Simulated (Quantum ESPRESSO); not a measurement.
```cif
data_HAlBaGe
_chemical_formula_sum 'H1 Al1 Ge1 Ba1'
_space_group_name_H-M_alt 'P3m1'
_space_group_IT_number 156
_space_group_name_Hall 'P 3 -2"'
_cell_length_a 4.24356
_cell_length_b 4.24356
_cell_length_c 5.16336
_cell_angle_alpha 90.000
_cell_angle_beta 90.000
_cell_angle_gamma 120.000
loop_
_atom_site_label
_atom_site_type_symbol
_atom_site_symmetry_multiplicity
_atom_site_Wyckoff_symbol
_atom_site_fract_x
_atom_site_fract_y
_atom_site_fract_z
_atom_site_occupancy
H1 H 1 a 0.00000 0.00000 0.97600 1
Al1 Al 1 a 0.00000 0.00000 0.63884 1
Ge1 Ge 1 c 0.66667 0.33333 0.55209 1
Ba1 Ba 1 b 0.33333 0.66667 0.09906 1
```

The PBEsol cell relaxed from Materials Project entry mp-1207108 was given a biaxial strain of -2 % along x and y, z relaxed, and the atoms were relaxed again.

**Question.** What does PBEsol (Quantum ESPRESSO, PseudoDojo norm-conserving, 78 Ry, no spin-orbit coupling) give for the electronic structure near the Fermi level?

**Answer.** The PBEsol gap is 0.77 eV; at least one edge lies off the plotted path, at a point of the SCF mesh. The smallest direct gap is 1.31 eV. Spin-orbit splittings are left out.
